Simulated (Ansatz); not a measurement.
Candidates compared on computed values. Surface loss at microwave frequencies, Drude damping in the near infrared and electronic heat conduction all follow from the resistivity and the plasma energy of a metal.

The reference row is fcc Ag. Frequency 30 GHz, photon energy 1.0 eV, T = 300 K, Lorenz number 2.44×10⁻⁸ WΩ/K². All rows are cubic metals, run without spin polarisation.

Where the numbers come from (Ansatz, a plane-wave PAW program): resistivity, plasma energy, N(E_F): PBEsol, Boltzmann equation with harmonic phonons, 300 K, mean over directions.

Whether these are the forms stable at ambient conditions was not checked: NaPt2 (Fd-3m, cF24); SrPd2 (Fd-3m, cF24); Mg2La (Fd-3m, cF24); LaPt2 (Fd-3m, cF24); HfW2 (Fd-3m, cF24). Spin–orbit coupling is left out unless named.

```tsv
crystal	ρ (μΩ·cm)	ħω_p (eV)	N(E_F) (states/eV/atom)
NaPt2 (Fd-3m, cF24)	13	5.1	0.36
SrPd2 (Fd-3m, cF24)	24	3.1	0.50
Mg2La (Fd-3m, cF24)	65	3.5	0.95
LaPt2 (Fd-3m, cF24)	30	3.0	0.34
fcc Ag, reference	1.6	9.2	0.26
HfW2 (Fd-3m, cF24)	11	4.7	0.41
```

Working rules: R_s = √(πfμ₀ρ) = 6.283 mΩ × √(f ρ); ħγ = ħε₀ω_p²ρ = 0.1345 meV × (ħω_p)² ρ; quality = ω/γ; κ_e = L₀T/ρ = 732/ρ.

### Question
From the table, find surface resistance, damping ħγ, Drude quality and electronic κ for SrPd2 (Fd-3m, cF24).

### Answer

- R_s = 6.283 × √(30 × 24) = 170 mΩ
- ħγ = 0.1345 × 3.1² × 24 = 31.0 meV
- Drude quality: 1000/31.0 = 32
- κ_e = 732/24 = 31 W/(m·K)

### Question
Which order results for Drude quality (highest first)?

### Answer
The same steps for every row:

```csv
crystal,surface resistance (mΩ),damping ħγ (meV),Drude quality,electronic κ (W/(m·K))
"NaPt2 (Fd-3m, cF24)",120,45.5,22,56
"SrPd2 (Fd-3m, cF24)",170,31.0,32,31
"Mg2La (Fd-3m, cF24)",280,107,9.3,11
"LaPt2 (Fd-3m, cF24)",190,36.3,28,24
"fcc Ag, reference",44,18.2,55,460
"HfW2 (Fd-3m, cF24)",110,32.7,31,67
```

Ranking by Drude quality, highest first: fcc Ag (55 ± 10), SrPd2 (Fd-3m, cF24) (32 ± 6.0) ≈ HfW2 (Fd-3m, cF24) (31 ± 5.8) ≈ LaPt2 (Fd-3m, cF24) (28 ± 5.2) ≈ NaPt2 (Fd-3m, cF24) (22 ± 4.1), Mg2La (Fd-3m, cF24) (9.3 ± 1.7). The ± follows from allowances picked for this note (resistivity 12 %, plasma energy 4 %, 12 % for the model), carried to first order and added in quadrature; ≈ joins neighbours closer than their two ± added in quadrature. On this figure 0 of 5 candidates do clearly better than the reference.

### Question
How does resistivity go with N(E_F) in this set, and what is the usual reason?

### Answer
The usual expectation is that resistivity rises with N(E_F) (a high density of slow d states gives more final states to scatter into without carrying much current). These rows show that weakly (rank correlation 0.60 over 6 rows); without LaPt2 (Fd-3m, cF24) it is 0.90.

Only phonon scattering is included, so films lose more. Interband absorption, often the larger optical loss, is outside the Drude quality. Resistivities move by up to 12 % from half the mesh. The rows are a sample of cubic metals; oxides, V to Ni (no spin in these runs) and Tl, Pb, Bi were not drawn. Limits of the draw: cubic metals without O, V to Ni, Tl, Pb or Bi. As a rule kept out of such tables: 4f compounds, open-shell compounds run without a Hubbard term, cells found unstable in the tests at hand, cells close to a higher symmetry, and runs set to a pressure or over 12 % in volume from the crystal's fullest run.
